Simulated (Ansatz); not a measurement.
The relaxed structure here is a generated cell of SnO: the first start was made by placing the elements on the sites of a structure type, and the end was not matched to a known phase here, so it may be hypothetical. Known forms of SnO include space group No. 129.

A structure of SnO relaxed with PBEsol (plane waves to 420 eV, PAW, scalar-relativistic; Ansatz, a program for electronic structure); single points at other levels follow on the same geometry (Ansatz, PAW; PBEsol+SOC at 420 eV on a 11×11×5 k-mesh; spin-orbit coupling only where +SOC is written). Space group P6₃mc (No. 186).

```cif
data_O2Sn2
_chemical_formula_sum 'Sn2 O2'
_space_group_name_H-M_alt 'P 1'
_space_group_IT_number 1
_cell_length_a 3.34183
_cell_length_b 3.34183
_cell_length_c 7.60091
_cell_angle_alpha 90.000
_cell_angle_beta 90.000
_cell_angle_gamma 120.000
loop_
_space_group_symop_operation_xyz
  'x, y, z'
loop_
_atom_site_label
_atom_site_type_symbol
_atom_site_fract_x
_atom_site_fract_y
_atom_site_fract_z
_atom_site_occupancy
Sn1 Sn 0.00000 0.00000 0.00801 1
Sn2 Sn 0.00000 0.00000 0.50801 1
O1 O 0.66667 0.33333 0.37139 1
O2 O 0.33333 0.66667 0.87139 1
```

| level | gap (eV) | kind | conduction minimum |
|---|---|---|---|
| PBEsol | 0.24 | indirect | M |
| PBEsol+SOC | ? | ? | ? |

Question: Some entries are withheld; supply them.

Answer: 
- PBEsol+SOC, gap (eV): 0.25
- PBEsol+SOC, kind: indirect
- PBEsol+SOC, conduction minimum: M

The shift from spin-orbit coupling is approximate. No spin polarisation in the result.

It was reached from a disturbed copy of a P6₃mc (No. 186) cell, against which it lies -0.029 eV/atom.
